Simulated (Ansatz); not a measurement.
## Time and memory for LiPS₃

```yaml
crystal:
  lattice:
    - [5.5578, -3.5035, 0.0]
    - [5.5578, 3.5035, 0.0]
    - [-3.79579, 0.0, 5.30744]
  atoms:
    - { symbol: Li, position: [0.7591815267, 0.2408184733, 0.0] }
    - { symbol: Li, position: [0.2408184733, 0.7591815267, 0.0] }
    - { symbol: P, position: [0.153536837, 0.153536837, 0.5780609966] }
    - { symbol: P, position: [0.846463163, 0.846463163, 0.4219390034] }
    - { symbol: S, position: [0.2240958698, 0.7759041302, 0.5] }
    - { symbol: S, position: [0.7759041302, 0.2240958698, 0.5] }
    - { symbol: S, position: [0.1971534084, 0.1971534084, 0.3187434608] }
    - { symbol: S, position: [0.8028465916, 0.8028465916, 0.6812565392] }
    - { symbol: S, position: [0.3227540115, 0.3227540115, 0.9408457535] }
    - { symbol: S, position: [0.6772459885, 0.6772459885, 0.0591542465] }
kpoints:
  mp_grid: { grid: [5, 5, 5] }
scf:
  occupations: { method: fermi_dirac, width: 0.02 }
hamiltonian:
  xc: r2scan
  pseudopotentials: { kind: paw }
output:
  forces: true
  stress: true
  populations: true
  efg:
    quadrupole_moments_barn: { Li: -0.0401, S: -0.0694 }
    contact_densities: true
  write_density: true
  write_potential: true
  elf: true
  volumetric_format: npy
```

```sh
ansatz run input.yaml --threads 1 --pin off --max-ram 3072MiB --backend cpu --events-out ev --progress --plain --runs-dir out
```

It runs on 1 thread of Arm Neoverse V2 (aarch64; 8 cores open to the job, memory cap 3.0 GiB, no GPU), a shared host with a load of 0.6 a core.

**Question.** How much time and memory should be set aside?

**Answer.** About 48 s of wall time (48 s of CPU time) and 1 GiB. The run holds 52 valence electrons in 36 bands, about 5225 plane waves a k-point and 39 irreducible k-points, and took 7 SCF iterations. Times on a shared host vary by tens of per cent.
